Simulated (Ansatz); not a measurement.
ScPt$_{3}$ (Cu3Au type)

```
ScPt3
1.0
    7.84478     0.00000     0.00000
    0.00000     3.92239     0.00000
    0.00000     0.00000     3.92239
Sc Pt
2 6
Direct
  0.00000   0.00000   0.00000
  0.50000   0.00000   0.00000
  0.25000   0.50000   0.00000
  0.75000   0.50000   0.00000
  0.00000   0.50000   0.50000
  0.50000   0.50000   0.50000
  0.25000   0.00000   0.50000
  0.75000   0.00000   0.50000
```

The atoms are displaced by Q × the pattern below (from a DFPT mode at X = (0.5, 0.0, 0.0), largest move 1; Q in Å), at fixed cell. (q is in reciprocal vectors of the primitive cell; the cell shown is doubled to hold the pattern.)

| atom | x | y | z |
|---|---|---|---|
| Pt3 | 1.000 | 0.000 | 0.000 |
| Pt4 | -1.000 | 0.000 | 0.000 |
| Pt7 | -1.000 | 0.000 | 0.000 |
| Pt8 | 1.000 | 0.000 | 0.000 |

Atoms not listed stay in place.

These are LDA (plane waves to 420 eV, PAW, scalar-relativistic; Ansatz, a first-principles code) values and carry that method's errors. k mesh 6×12×12 (Γ-centred), Fermi-Dirac smearing 0.05 eV. E stands for the smeared free energy. With partly filled bands, energies and forces of such displacements shift with the k mesh and the smearing. ScPt3 is run without spin polarisation. ScPt3 was relaxed with its symmetry unable to fall. Spin-orbit coupling is left out, though Pt is heavy. ΔE is measured from the undisplaced structure.

The scan covers Q from -0.180 to 0.180 Å in 13 points.

### Question
Is this a single well or a double well?

### Answer
A single well with its minimum at or next to zero displacement.

### Question
Which space group does the distorted structure have?

### Answer
P4_2/mmc (No. 131), lowered from Pm-3m.

### Question
What is the energy change at Q = 0.180 Å?

### Answer
657 meV/cell.

### Question
What harmonic wavenumber does the curvature at Q = 0 give?

### Answer
116 cm⁻¹.

(For displaced atoms, the force is minus the slope of the energy, and its curvature is a force constant, which sets phonon frequencies.)
